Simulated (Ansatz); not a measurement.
The relaxed structure here is a generated cell of SnO: the first start was made by placing the elements on the sites of a structure type, and the end was not matched to a known phase here, so it may be hypothetical. Known forms of SnO include space group No. 129.

The end point of a relaxation of SnO. These are r2SCAN (plane waves to 500 eV, PAW, scalar-relativistic; Ansatz, an electronic-structure program) values and carry that method's errors.

```
CELL_PARAMETERS angstrom
      2.43208    -3.09651     0.00000
      2.43208     3.09651     0.00000
      0.00000     0.00000     5.04744
ATOMIC_POSITIONS crystal
  O  0.13804 0.86196 0.75000
  O  0.86196 0.13804 0.25000
  Sn 0.28935 0.28935 0.50000
  Sn 0.71065 0.71065 0.00000
```

**Question.** Find the space group and the Wyckoff positions (tolerance 0.01 Å).

**Answer.** Space group C222₁ (No. 20); a = 4.864 Å, b = 6.193 Å, c = 5.047 Å, α = 90.00°, β = 90.00°, γ = 90.00°

| atom | site | symmetry | x | y | z |
|---|---|---|---|---|---|
| O | 4b | .2. | 0.0000 | 0.1380 | 0.2500 |
| Sn | 4a | 2.. | 0.7106 | 0.0000 | 0.0000 |

**Question.** Give the shortest distances between elements (the closest pairs, up to four, under 3.6 Å).

**Answer.** O–Sn 2.07 Å; O–O 3.05 Å; Sn–Sn 3.25 Å.

```json
{
  "volume_per_atom": "19.01 Å³",
  "band_gap": "no gap (metallic)"
}
```

No spin polarisation in the result.

The run could not lose the symmetry of its start, so the end can be a saddle point.

It was reached from a disturbed copy of a F-43m (No. 216) cell (zinc blende type), against which it lies -0.29 eV/atom.
